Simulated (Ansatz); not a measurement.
**Relaxation path: rocksalt LaSb (110), 3 layers**

DFT, PBEsol, PAW with Ansatz's default frozen-core files, scalar-relativistic (Ansatz 0.2.0); a Γ-centred 7×5×1 k mesh, Fermi–Dirac smearing of 0.1 eV, no spin polarisation. The run relaxes the atoms in the fixed cell.

Command: `ansatz run input.yaml --threads 2 --pin off --max-ram 4096MiB --backend cpu --events-out ev --progress --plain --runs-dir out` It took 49 s on 2 threads of Intel(R) Xeon(R) 6975P-C (Granite Rapids), with other jobs on the host, peak memory 0.93 GiB.

```yaml
crystal:
  lattice:
    - [4.5627036998, 0.0, 0.0]
    - [0.0, 6.4526374533, 0.0]
    - [0.0, 0.0, 20.5627]
  atoms:
    - { symbol: La, position: [0.0, 0.25, 0.3890538767] }
    - { symbol: Sb, position: [0.0, 0.75, 0.3890538767] }
    - { symbol: La, position: [0.5, 0.75, 0.5] }
    - { symbol: Sb, position: [0.5, 0.25, 0.5] }
    - { symbol: La, position: [0.0, 0.25, 0.6109461233] }
    - { symbol: Sb, position: [0.0, 0.75, 0.6109461233] }
kpoints:
  mp_grid: { grid: [7, 5, 1] }
scf:
  occupations: { method: fermi_dirac, width: 0.1 }
hamiltonian:
  xc: pbesol
  pseudopotentials: { kind: paw }
output:
  forces: true
  stress: true
  eigenvalues: true
  write_density: true
  write_potential: true
  elf: true
  volumetric_format: npy
relax:
  f_tol: 0.01
  max_steps: 40
efield:
  axis: 3
  amplitude: 0
  dipole_correction: true
```

Each step lists its free energy a cell above the last geometry, and Cartesian positions (Å) with forces (eV/Å).

The first step:

```
step 1  dF = 126.50 meV
  La 0.0000 1.6132 8.0000   0.0000 0.0000 0.7966
  Sb 0.0000 4.8395 8.0000   0.0000 0.0000 -0.2459
  La 2.2814 4.8395 10.2813   0.0000 0.0000 0.0000
  Sb 2.2814 1.6132 10.2813   0.0000 0.0000 0.0000
  La 0.0000 1.6132 12.5627   0.0000 0.0000 -0.7967
  Sb 0.0000 4.8395 12.5627   0.0000 0.0000 0.2459
```

Spin–orbit coupling is left out, which matters for the heavy atoms. The PAW files were made under PBE. The cell is 1×1, so reconstructions are forbidden.

Task: Where does the relaxation end, and by which steps?

Result: After 4 geometries, with a shortest distance of 3.127 Å. The further steps:
```
step 2  dF = 19.30 meV
  La 0.0000 1.6132 8.1953   0.0000 0.0000 -0.3501
  Sb 0.0000 4.8395 7.9561   0.0000 0.0000 0.0899
  La 2.2814 4.8395 10.2813   0.0000 0.0000 0.0000
  Sb 2.2814 1.6132 10.2813   0.0000 0.0000 0.0000
  La 0.0000 1.6132 12.3674   0.0000 0.0000 0.3501
  Sb 0.0000 4.8395 12.6066   0.0000 0.0000 -0.0899
step 3  dF = 0.22 meV
  La 0.0000 1.6132 8.1364   0.0000 0.0000 0.0362
  Sb 0.0000 4.8395 7.9670   0.0000 0.0000 -0.0014
  La 2.2814 4.8395 10.2813   0.0000 0.0000 0.0000
  Sb 2.2814 1.6132 10.2813   0.0000 0.0000 0.0000
  La 0.0000 1.6132 12.4263   0.0000 0.0000 -0.0362
  Sb 0.0000 4.8395 12.5957   0.0000 0.0000 0.0014
step 4  dF = 0.00 meV
  La 0.0000 1.6132 8.1420   0.0000 0.0000 0.0019
  Sb 0.0000 4.8395 7.9671   0.0000 0.0000 0.0030
  La 2.2814 4.8395 10.2813   0.0000 0.0000 0.0000
  Sb 2.2814 1.6132 10.2813   0.0000 0.0000 0.0000
  La 0.0000 1.6132 12.4207   0.0000 0.0000 -0.0019
  Sb 0.0000 4.8395 12.5956   0.0000 0.0000 -0.0030
```
